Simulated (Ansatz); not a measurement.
## Na: stiffness from a series of strains

```yaml
crystal:
  lattice:
    - [-2.11750, 2.11750, 2.11750]
    - [2.11750, -2.11750, 2.11750]
    - [2.11750, 2.11750, -2.11750]
  atoms:
    - { symbol: Na, position: [0.00000, 0.00000, 0.00000] }
```

The conventional cell has a = 4.235 Å, b = 4.235 Å, c = 4.235 Å, α = 90.00°, β = 90.00°, γ = 90.00°. Around Na (atom 1) lie 8 Na at 3.67 Å.

Structure: COD 9011002, as refined from experiment and not relaxed.

Level of theory: DFT, PBEsol, all-electron LAPW, scalar-relativistic (Ansatz 0.2.0).

Numerical set-up: a Γ-centred 12×12×12 k mesh, Fermi–Dirac smearing of 0.05 eV, basis error target 0.25 meV/atom, no spin polarisation.

The strain is applied along the Cartesian axes of the cell as listed (the other components stay zero). Fractional coordinates are held (clamped ions).

σ is the change of stress from the unstrained cell, which is at -0.32 GPa; tension is positive, so slopes are stress–strain coefficients at that pressure. In a metal the k mesh adds noise.

Only quantities that a quadratic follows smoothly over the whole series are listed; rougher ones are left out.

```tsv
εxx = εyy	σzz (GPa)	σxx (GPa)
-0.0300	-0.49	-0.44
-0.0100	-0.16	-0.13
0.0000	0.00	0.00
0.0100	0.15	0.12
0.0200	0.29	0.22
0.0300	0.41	0.33
```

Task: Fit the series and read off the stiffness at zero strain.

Result: Least-squares fits y = p0 + p1 x + p2 x² to the rows give σzz (GPa): p1 = 15.1, p2 = -44; σxx (GPa): p1 = 12.7, p2 = -62. So 2 C12 = 15 GPa and C11 + C12 = 13 GPa.

Task: One run, at εxx = εyy = -0.0200, is withheld. Predict its row.

Result: The fits give -0.32, -0.28; the run gave -0.32, -0.27.
